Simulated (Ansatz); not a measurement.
MgO:
```xyz
2
Lattice="0.0000 2.1071 2.1071 2.1071 0.0000 2.1071 2.1071 2.1071 0.0000" Properties=species:S:1:pos:R:3 pbc="T T T"
Mg     0.0000     0.0000     0.0000
O      2.1071     2.1071     2.1071
```

Relaxed with PBEsol. Special points in fractions of this cell's reciprocal vectors: Γ (0.000, 0.000, 0.000); X (0.500, 0.000, 0.500); U (0.625, 0.250, 0.625); K (0.375, 0.375, 0.750); L (0.500, 0.500, 0.500); W (0.500, 0.250, 0.750).

Question: List the band energies nearest the valence-band maximum at these points for PBEsol in the plane-wave PAW code Ansatz.

Answer: In eV from the valence-band maximum; about four levels below and three above (degenerate sets whole), none deeper than 8.9 eV; … stands for higher levels left out; points with the same levels are listed once.

| k | below | above |
|---|---|---|
| Γ | 0.00 0.00 0.00 | 4.62 … |
| X | -4.11 -1.35 -1.35 | 8.95 … |
| U | -3.52 -2.74 -1.15 | 9.94 … |
| L | -4.66 -0.66 -0.66 | 7.74 … |
| W | -2.98 -2.98 -1.79 | … |

Space group Fm-3m (rock salt). Symmetry was held in the PBEsol relaxation; phonons on a q-mesh show no instability. The volume moved by -16 % from the start of the relaxation.

Potentials: the later of the program's two PAW sets.
